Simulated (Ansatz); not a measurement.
## Eigenvalues along a path: TiPd2

```
CELL_PARAMETERS angstrom
-1.06151 1.50094 3.22546
1.06151 -1.50094 3.22546
1.06151 1.50094 -3.22546
ATOMIC_POSITIONS crystal
Ti 0.00000 0.00000 0.00000
Pd 0.66328 0.66328 0.00000
Pd 0.33672 0.33672 0.00000
```

The base volume is that of a database entry, with shape and atoms relaxed on PAW files at held volume, so it needn't be at zero pressure; the structure needn't be the stable phase, at rest or compressed.

Computed with Ansatz 0.2.0; functional LDA, scalar-relativistic. Settings: a Γ-centred 16×16×16 k mesh, Fermi–Dirac smearing of 0.05 eV, no spin polarisation. Methods: PAW: frozen-core files, cutoff 420 eV.

This run: volume at 0.45 of the series' base cell.

The PAW files were made under PBE.

Path points, in fractions of the reciprocal vectors: Γ (0.000, 0.000, 0.000), X (0.500, 0.500, -0.500), F2 (0.277, 0.723, -0.277), Σ0 (-0.277, 0.277, 0.277), Y0 (0.304, -0.304, 0.304), U0 (0.696, 0.304, -0.304). The distance column jumps between branches of the path. Levels in eV from the Fermi level; bands 13 to 27, counted from the lowest band of the run. The gap is zero, the pressure 812.7 GPa.

```
# k(1/Å) point b13 b14 b15 b16 b17 b18 b19 b20 b21 b22 b23 b24 b25 b26 b27
0.000 Γ -14.09 -12.17 -10.38 -9.18 -9.17 -9.05 -7.78 -6.08 -4.73 -4.55 -2.89 -2.13 -1.33 -0.03 3.63
0.162 - -14.23 -12.01 -10.30 -10.16 -9.35 -8.11 -7.73 -6.11 -5.21 -4.09 -2.85 -2.25 -1.06 -0.07 3.68
0.325 - -14.52 -11.80 -11.38 -9.74 -9.62 -7.60 -7.23 -6.26 -5.72 -3.66 -2.78 -2.56 -0.26 -0.15 3.85
0.487 - -14.83 -12.84 -11.12 -10.20 -8.87 -7.41 -6.50 -6.39 -6.14 -3.41 -2.99 -2.73 -0.27 0.95 4.19
0.649 - -15.09 -13.85 -10.74 -10.58 -8.12 -7.17 -6.77 -6.44 -5.62 -3.43 -3.33 -2.65 -0.33 2.43 4.65
0.812 - -15.27 -14.51 -10.83 -10.47 -7.56 -6.97 -6.97 -6.61 -5.14 -3.78 -3.33 -2.44 -0.24 3.97 5.06
0.974 X -15.34 -14.73 -10.92 -10.37 -7.35 -7.04 -6.88 -6.67 -5.00 -3.92 -3.34 -2.32 -0.11 4.86 5.06
1.194 - -14.99 -14.50 -11.17 -9.89 -8.60 -7.93 -7.91 -5.39 -3.84 -3.83 -2.98 -1.73 -0.14 4.62 4.77
1.414 - -14.43 -13.47 -11.79 -10.17 -9.66 -9.28 -8.41 -4.00 -3.72 -2.45 -2.05 -0.30 -0.17 2.72 4.00
1.634 - -13.82 -12.53 -11.95 -11.56 -10.99 -10.63 -6.29 -3.97 -2.92 -2.43 -0.08 -0.07 1.50 1.53 3.29
1.854 - -13.26 -13.16 -12.65 -12.47 -11.86 -9.48 -4.84 -3.73 -3.01 -2.29 0.16 1.34 1.69 3.10 3.39
2.074 - -13.80 -13.51 -13.37 -12.78 -11.88 -7.66 -6.01 -3.87 -2.27 -1.89 1.11 1.86 2.81 3.41 3.50
2.294 F2 -14.26 -13.66 -13.50 -13.31 -10.87 -7.10 -6.44 -4.63 -2.78 -1.82 2.21 2.53 2.71 3.24 4.77
3.319 Σ0 -14.26 -13.66 -13.50 -13.31 -10.87 -7.10 -6.44 -4.63 -2.78 -1.82 2.21 2.53 2.71 3.24 4.77
3.592 - -14.24 -13.41 -13.38 -12.97 -9.65 -8.02 -5.94 -5.28 -3.78 -2.76 1.18 1.83 2.01 3.87 5.53
3.866 - -13.57 -12.94 -12.53 -11.96 -8.84 -8.30 -6.10 -5.58 -4.81 -4.60 -1.79 0.94 1.10 4.85 5.75
4.139 - -12.41 -12.37 -11.21 -10.70 -8.82 -7.93 -7.10 -6.89 -5.52 -5.52 -4.58 0.11 1.14 3.54 4.99
4.412 - -12.53 -11.11 -9.91 -9.42 -9.38 -9.14 -8.76 -7.12 -5.47 -5.24 -5.15 -0.93 1.35 1.97 3.24
4.686 - -13.57 -11.48 -10.23 -9.43 -9.29 -9.06 -8.26 -6.36 -4.97 -4.79 -4.10 -2.25 0.30 0.88 3.07
4.959 Γ -14.09 -12.17 -10.38 -9.18 -9.17 -9.05 -7.78 -6.08 -4.73 -4.55 -2.89 -2.13 -1.33 -0.03 3.63
5.171 - -13.99 -12.11 -10.15 -9.40 -9.25 -8.69 -7.66 -6.36 -4.87 -4.78 -2.73 -2.13 -1.38 -0.27 3.94
5.383 - -13.72 -12.08 -9.65 -9.57 -9.33 -8.07 -7.40 -6.89 -5.38 -5.12 -2.43 -2.06 -1.46 -0.80 4.66
5.596 - -13.41 -12.33 -9.67 -9.60 -9.34 -7.29 -7.21 -6.64 -6.11 -5.06 -2.36 -1.89 -1.41 -0.96 5.36
5.808 - -13.18 -12.83 -10.10 -10.06 -9.40 -7.50 -6.77 -6.13 -5.23 -4.41 -2.29 -1.68 -1.14 -0.47 5.68
6.020 - -13.40 -13.02 -11.12 -10.77 -9.01 -7.76 -7.25 -4.86 -3.75 -3.50 -1.54 -1.35 -0.71 0.25 4.22
6.232 Y0 -13.92 -12.77 -12.31 -11.37 -8.63 -7.86 -7.48 -3.50 -2.85 -2.72 -1.61 -0.67 0.02 0.86 2.60
7.306 U0 -13.92 -12.77 -12.31 -11.37 -8.63 -7.86 -7.48 -3.50 -2.85 -2.72 -1.61 -0.67 0.02 0.86 2.60
7.443 - -14.22 -13.05 -12.48 -11.56 -8.46 -7.79 -7.50 -2.66 -2.54 -2.49 -1.81 -1.39 -0.69 2.04 2.53
7.580 - -14.51 -13.70 -12.08 -11.59 -8.33 -7.63 -7.43 -2.73 -2.57 -2.41 -2.13 -1.84 -1.69 3.00 3.17
7.716 - -14.80 -14.19 -11.58 -11.46 -8.23 -7.38 -7.29 -3.96 -3.08 -2.89 -2.53 -2.28 -1.06 3.64 4.01
7.853 - -15.07 -14.51 -11.24 -11.03 -8.08 -7.11 -7.07 -5.19 -4.06 -3.34 -2.92 -2.29 -0.54 4.26 4.59
7.990 - -15.27 -14.68 -11.02 -10.56 -7.79 -6.95 -6.79 -6.29 -4.75 -3.75 -3.23 -2.31 -0.22 4.70 4.94
8.126 X -15.34 -14.73 -10.92 -10.37 -7.35 -7.04 -6.88 -6.67 -5.00 -3.92 -3.34 -2.32 -0.11 4.86 5.06
```
